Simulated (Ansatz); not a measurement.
Input for Ansatz (plane-wave DFT, PAW):

```yaml
crystal:
  lattice:
    - [3.7751568791, 0.0, 0.0]
    - [-1.8875784395, 3.2693817606, 0.0]
    - [0.0, 0.0, 5.8572249726]
  atoms:
    - { symbol: "Y", position: [0.3333333333, 0.6666666667, 0.25] }
    - { symbol: "Y", position: [0.6666666667, 0.3333333333, 0.75] }
basis:
  ecutwfc: 420
kpoints:
  mp_grid: { grid: [15, 15, 8] }
hamiltonian:
  xc: pbe
scf:
  occupations: { method: gaussian, width: 0.1 }
output:
  forces: true
  stress: true
  eigenvalues: true
relax:
  adjacent_minimum: "off"
  f_tol: 0.01
  max_steps: 30
  cell: { stress_tol: 0.1, fix: [volume] }
```

Command:
```bash
ansatz run input.yaml --threads 1 --pin off --max-ram 2560MiB --backend cpu --events-out ev --progress --plain --runs-dir out
```

These are results of DFT PBE, scalar-relativistic, plane waves, PAW (Ansatz 0.2.0), not measurements.

From the run's log, abridged:

```
Pseudopotentials: kind: paw
Pseudopotential: Y, paw, valence charge 11, recommended cutoff 420 eV (normal)
Functional definition: PBE
Crystal: 2 atoms, lattice volume = 72.292 Å³
Basis set: ecut = 420 eV, 1423 PW (Γ), exchange–correlation on 54×54×80 points (8 copies of the dense FFT grid, shifted against one another)
Bands: 15, of which v1, the nominal top of the filled ones, is band 11 counted from 1 (10 counted from 0)
Symmetry: 24 space group operations
Space group: P63/mmc (ITA 194), of the structure as read, at distance tolerance 4.2e-5 Å
k-points: 135 of 1800
Initial density: superposition of atomic densities (neutral atoms: chi_scale 0, normalization atom), corrected by the library's trained network
Initial wavefunctions: pseudopotential atomic-orbital guess
Functional: x = pbe(κ = 0.804, μ = 0.21951497), c = pbe(β = 0.06672455)
SCF iter   1: F=—  HF=-7697.271599 eV  |F-HF|=—  |Δ(HF+E_count)|=         —  Δρ=1.68e-3  dr2=1.74e-3  ethr=1.77e-3  ⟨swp⟩=4.2  Hψ=8737  notcnv=0
SCF iter   2: F=—  HF=-7697.272363 eV  |F-HF|=—  |Δ(HF+E_count)|=   7.63e-4  Δρ=1.08e-3  dr2=7.06e-4  ethr=7.92e-6  ⟨swp⟩=2.1  Hψ=4382  notcnv=0
SCF iter   3: F=—  HF=-7697.272857 eV  |F-HF|=—  |Δ(HF+E_count)|=   4.95e-4  Δρ=2.58e-4  dr2=6.67e-5  ethr=3.21e-6  ⟨swp⟩=2.4  Hψ=2476  notcnv=0
SCF iter   4: F=—  HF=-7697.272838 eV  |F-HF|=—  |Δ(HF+E_count)|=   1.94e-5  Δρ=1.25e-4  dr2=6.77e-6  ethr=3.03e-7  ⟨swp⟩=2.6  Hψ=3063  notcnv=0
SCF iter   5: F=-7697.272841 eV  HF=-7697.272841 eV  |F-HF|=2.13e-8  |Δ(HF+E_count)|=   2.51e-6  Δρ=8.93e-6  dr2=2.74e-8  ethr=3.08e-8  ⟨swp⟩=2.1  Hψ=3271  notcnv=0
SCF iter   6: F=-7697.272841 eV  HF=-7697.272841 eV  |F-HF|=3.84e-9  |Δ(HF+E_count)|=   2.70e-8  Δρ=3.17e-6  dr2=6.27e-9  ethr=1.24e-10  ⟨swp⟩=2.3  Hψ=7092  notcnv=0
SCF 1 converged in 6 iterations: F = -7697.272841 eV  dr2 = 6.27e-9
relax step   1: F+E_penalty+E_count = -7697.27284054 eV  Δ(F+E_penalty+E_count) = +0.000e0 eV  max|allowed force component| = 4.279e-17 eV/Å  Δτ_max = 0.0000 Å  P = -3.357 GPa  Ω = 72.292 Å³  fix = [volume]  reactions: volume -3.357 GPa (6 SCF iters, dr2 threshold 1.00e-7 eV, accepted)
Initial density: handed on by an earlier stage of this run
Initial wavefunctions: pseudopotential atomic-orbital guess (no wavefunctions were taken with the density)
SCF iter   1: F=—  HF=-7697.272847 eV  |F-HF|=—  |Δ(HF+E_count)|=         —  Δρ=2.85e-6  dr2=5.51e-9  ethr=1.85e-7  ⟨swp⟩=3.0  Hψ=15180  notcnv=0
SCF iter   2: F=—  HF=-7697.272841 eV  |F-HF|=—  |Δ(HF+E_count)|=   6.29e-6  Δρ=1.81e-6  dr2=2.03e-9  ethr=2.51e-11  ⟨swp⟩=2.1  Hψ=3575  notcnv=0
SCF iter   3: F=—  HF=-7697.272841 eV  |F-HF|=—  |Δ(HF+E_count)|=  5.28e-10  Δρ=5.51e-7  dr2=1.09e-10  ethr=9.23e-12  ⟨swp⟩=2.0  Hψ=3512  notcnv=0
SCF iter   4: F=-7697.272841 eV  HF=-7697.272841 eV  |F-HF|=2.73e-12  |Δ(HF+E_count)|=  1.27e-11  Δρ=1.59e-7  dr2=1.74e-11  ethr=1.00e-12  ⟨swp⟩=4.2  Hψ=6609  notcnv=0
SCF 2 converged in 4 iterations: F = -7697.272841 eV  dr2 = 1.74e-11
SCF converged after 4 iterations
Free energy (F): -7697.272841 eV
Harris-Foulkes:  -7697.272841 eV  (|F-HF|=2.73e-12)
Internal energy: -7697.251367 eV  (E = F + TS)
E sigma→0 (E₀):  -7697.262104 eV
Entropy (-TS):   -0.021474 eV (-10.737 meV/atom)
Fermi energy:    8.295558 eV
--- Per-component energies (eV) ---
  E_band       = -270.274026
  E_kinetic    = 605.288985
  E_local      = -1298.110397  (includes V_loc(G=0)·N_el)
  E_nonlocal   = 99.801471
  E_hartree    = 411.988242
  E_xc         = -344.292428
  E_vxc        = -394.926286  (∫ρ·V_xc dr)
  E_paw        = -5650.520767  (= ΣΔE_a)
  E_vpaw       = -106.304306  (= ΣTr[D̂ρ^β])
  E_aug_tail   = 0.000006  (compensation charges beyond the density's cutoff)
  E_ewald      = -1521.406480
  E_smearing   = -0.021474  (= −TS)
--- Forces (eV/Å), atoms counted from 1 ---
  atom   1  Y      0.00000000     0.00000000     0.00000000
  atom   2  Y      0.00000000     0.00000000     0.00000000
--- Stress (GPa, compression-positive) ---
       -3.384076       0.000000       0.000000
        0.000000      -3.384076       0.000000
        0.000000       0.000000      -3.302670
  P = ⅓ Tr σ = -3.3569 GPa (-33.569 kbar)
--- Band table (eV; the first three rows and the last of 135) ---
  k-point 0: bands = ["-34.6094", "-34.5590", "-14.7944", "-14.4551", "-14.4551", "-14.3852", "-14.3852", "-14.3524", "3.8042", "6.6073", "8.9927", "9.9425", "9.9425", "10.2914", "10.4931"]
  k-point 1: bands = ["-34.6075", "-34.5610", "-14.7783", "-14.4524", "-14.4524", "-14.3878", "-14.3878", "-14.3701", "3.8981", "6.5136", "8.9321", "9.8818", "9.8818", "10.1993", "10.4097"]
  k-point 2: bands = ["-34.6021", "-34.5665", "-14.7322", "-14.4449", "-14.4449", "-14.4199", "-14.3955", "-14.3955", "4.1719", "6.2097", "8.8753", "9.7967", "9.7967", "9.9465", "10.2164"]
  k-point 134: bands = ["-34.5599", "-34.5599", "-14.7046", "-14.7046", "-14.5967", "-14.5967", "-14.4280", "-14.4280", "7.9543", "7.9543", "7.9682", "7.9682", "8.5981", "8.5981", "10.8707"]
--- Relaxed structure (1 steps of the walk, 1 accepted, 1 SCFs on fresh bases) ---
  F+E_penalty+E_count = -7697.27284054 eV   max|allowed force component| = 4.742e-17 eV/Å   (the final SCF, on the basis selected at the relaxed cell)
  cell:  # Å, volume = 72.2924 Å³
    - [3.77515687, 0.0, 0.0]
    - [-1.88757843, 3.26938176, 0.0]
    - [0.0, 0.0, 5.8572249726]
  atoms:
    - { symbol: Y, position: [0.33333333, 0.66666666, 0.25] }
    - { symbol: Y, position: [0.66666666, 0.33333333, 0.75] }
```

The relaxation met its thresholds.

It took 14 s on 1 thread of Arm Neoverse V2, with other jobs on the host, peak memory 0.48 GiB.